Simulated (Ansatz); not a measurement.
LaPb3:
```
CELL_PARAMETERS angstrom
      4.94888     0.00000     0.00000
      0.00000     4.94888     0.00000
      0.00000     0.00000     4.94888
ATOMIC_POSITIONS crystal
  La 0.00000 0.00000 0.00000
  Pb 0.00000 0.50000 0.50000
  Pb 0.50000 0.00000 0.50000
  Pb 0.50000 0.50000 0.00000
```

Relaxed with r²SCAN.

Question: Give the Bader charges and basin volumes of the independent atoms, the program Ansatz at the r²SCAN level (PAW).

Answer: 

```tsv
atom	Bader charge (e)	Bader volume (Å³)
La1	+1.37	24.6
Pb2	-0.46	32.2
```

Space group Pm-3m (Cu3Au type). The workflow started from an entry of the Crystallography Open Database (COD). Its standing as an ambient phase is unchecked. The r²SCAN relaxation kept the symmetry of its start; whether a distortion lowers the energy is not shown. Scalar-relativistic: spin–orbit coupling is off unless named, which matters more the heavier the elements.

Potentials: the later of the program's two PAW sets.
